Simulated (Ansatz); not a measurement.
Method: DFT PBE, scalar-relativistic, plane waves, PAW (Ansatz). Cutoff 420 eV, Γ-centred 10×10×6 mesh (8-atom cell), Gaussian smearing of 0.10 eV, no spin polarisation.

The zero of energy is the elements' standard structures at the same level; no fitted shifts are applied.

Question: Propose a candidate for an orthorhombic metal made of Mo and Si, with a formation energy near −0.07 eV/atom and a density near 5.18 g/cm³, in a cell of 8 atoms. Its symmetry should be Cmc2_1 (No. 36).

Answer: Si₃Mo, space group Cmc2_1 (No. 36). Around Si on a site of symmetry m lie 4 Si at 2.54–2.67 Å, 3 Mo at 2.55–2.70 Å, 2 Si at 2.82 Å and 4 Si at 3.12–3.27 Å; Si on a site of symmetry 1 is surrounded by 3 Mo at 2.54–2.64 Å, 4 Si at 2.54–2.67 Å, 1 Si at 2.82 Å, 2 Si at 3.02 Å and 2 Si at 3.27–3.39 Å; Mo has 9 Si at 2.54–2.70 Å.

```
CELL_PARAMETERS angstrom
3.91036 -2.50515 0.00000
3.91036 2.50515 0.00000
0.00000 0.00000 5.89850
ATOMIC_POSITIONS crystal
Si 0.60093 0.39907 0.12735
Si 0.39907 0.60093 0.62735
Si 0.42647 0.00689 0.31789
Si 0.00689 0.42647 0.81789
Si 0.99311 0.57353 0.31789
Si 0.57353 0.99311 0.81789
Mo 0.88681 0.11319 0.48560
Mo 0.11319 0.88681 0.98560
```

- Volume per atom: 14.45 Å³
- Density: 5.18 g/cm³
- Energy over the elements: −0.07 eV/atom
- Gap on the 10×10×6 mesh of the 8-atom cell: 0 eV (a metal)

It was reached by relaxing an invented guess, and it needn't be the stable form of this composition. The answer needn't be unique; the calculation gave this one.

This cell was reached by moving the atoms of another relaxed cell at random and relaxing again, last within the group found; it had no such test of its own.
